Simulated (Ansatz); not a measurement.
Given:

InSb:
```
InSb
1.0
    2.99466    -3.24202     0.00000
    2.99466     3.24202     0.00000
    0.00000     0.00000     5.52026
In Sb
2 2
Direct
  0.36225   0.63775   0.25000
  0.63775   0.36225   0.75000
  0.83920   0.16080   0.25000
  0.16080   0.83920   0.75000
```

This is the PBEsol-relaxed structure.

Task: All from PBEsol in the plane-wave PAW code Ansatz, unless another level is named. Give the electronic character.

Result: metallic (no gap).

Task: What about the density of states at the Fermi level?

Result: 0.41 states/eV per atom (mean over ±0.08 eV).

Task: Give the formation energy from the elements (no fitted shifts).

Result: -0.009 eV/atom.

Space group Cmcm. The workflow started from a Materials Project entry (that database holds measured and hypothetical structures alike); the Crystallography Open Database copy checked does not list it. It is not the phase usual at ambient conditions (space group No. 216). Symmetry was held in the PBEsol relaxation; whether a distortion lowers the energy is not shown. The references are the lowest solids computed at this level, not always the standard phases. Spin–orbit coupling is left out wherever it is not named.

Potentials: the later of the program's two PAW sets.
